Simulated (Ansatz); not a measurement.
Here is the system:

MgO:
Space group Fm-3m (No. 225); a = 4.2044 Å, b = 4.2044 Å, c = 4.2044 Å, α = 90.00°, β = 90.00°, γ = 90.00°

```
atom  site  symmetry       x       y       z
----  ----  --------  ------  ------  ------
Mg      4a      m-3m  0.0000  0.0000  0.0000
O       4b      m-3m  0.5000  0.5000  0.5000
```
(The calculation used a cell of 2 atoms; values per cell refer to that cell.)

This is the r²SCAN-relaxed structure.

**Question.** All from r²SCAN (plane waves, PAW; program Ansatz), unless another level is named. Give the Young's modulus.

**Answer.** 319 GPa.

**Question.** What about the elastic constants (relaxed ions, GPa)?

**Answer.** C11 = 311, C12 = 94.6, C44 = 157.

The r²SCAN relaxation kept the symmetry of its start. The volume moved by -16 % from the start of the relaxation.

Potentials: the later of the program's two PAW sets.
